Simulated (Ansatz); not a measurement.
## ZrSc under pressure

Level of theory: DFT PBEsol, scalar-relativistic, plane waves, PAW in Ansatz 0.2.0. (420 eV cutoff, 15×15×8 k-mesh, Gaussian smearing of 0.10 eV, no spin polarisation)

Reference structure (relaxed):

```xyz
2
Lattice="3.2240 0.0000 0.0000 -1.6120 2.7921 0.0000 0.0000 0.0000 5.0754" Properties=species:S:1:pos:R:3 pbc="T T T"
Zr    1.6120    0.9307    0.0000
Sc    0.0000    0.0000    2.5377
```

Cell and atoms are relaxed at each pressure within the symmetry of the start, at zero temperature, so transitions that lower the symmetry aren't seen. The k-mesh given is that at zero pressure and may differ at others. a, b and c are the lengths of the cell vectors above. ΔH is E + PV over the energy at zero pressure.

```csv
P (GPa),V (Å³/atom),V/V0,a (Å),b (Å),c (Å),ΔH (eV/atom)
-1,23.14,1.013,3.238,3.238,5.098,-0.143
0,22.84,1.000,3.224,3.224,5.075,0.000
1,22.56,0.987,3.211,3.211,5.053,0.142
4,?,?,?,?,?,?
12,20.12,0.881,3.086,3.086,4.879,1.600
25,18.13,0.794,2.958,2.958,4.786,3.148
50,15.68,0.687,2.795,2.795,4.636,5.768
90,?,?,?,?,?,?
```

What stands in the row for 4 GPa?

V 21.78 Å³/atom; V/V0 0.953; a 3.173 Å; b 3.173 Å; c 4.995 Å; ΔH 0.556 eV/atom.

What stands in the row for 90 GPa?

V 13.37 Å³/atom; V/V0 0.585; a 2.632 Å; b 2.632 Å; c 4.457 Å; ΔH 9.368 eV/atom.